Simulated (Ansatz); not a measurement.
Given:

Y2AlSi2:
```
Y2AlSi2
1.0
   -2.03819     2.85337     4.37681
    2.03819    -2.85337     4.37681
    2.03819     2.85337    -4.37681
Y Al Si
2 1 2
Direct
  0.71058   0.21058   0.50000
  0.28942   0.78942   0.50000
  0.00000   0.00000   0.00000
  0.28985   0.50000   0.78985
  0.71015   0.50000   0.21015
```

This is the r²SCAN-relaxed structure.

**Question.** All from r²SCAN (plane waves, PAW; program Ansatz), unless another level is named. Predict the electronic character.

**Answer.** metallic (no gap).

**Question.** Give the formation energy from the elements (no fitted shifts).

**Answer.** -792 meV/atom.

**Question.** What about the density of states at the Fermi level?

**Answer.** 0.48 states/eV per atom (mean over ±0.08 eV).

Space group Immm. The workflow started from a Materials Project entry (that database holds measured and hypothetical structures alike); the Crystallography Open Database files this formula in space group No. 71, but the cells were not matched. Whether it is the stable phase at ambient conditions was not checked. The cell was relaxed with r²SCAN under the symmetry of its start; whether a distortion lowers the energy is not shown. No spin polarisation was allowed. The references are the lowest solids computed at this level, not always the standard phases. Spin–orbit coupling is left out wherever it is not named.

Potentials: the later of the program's two PAW sets.
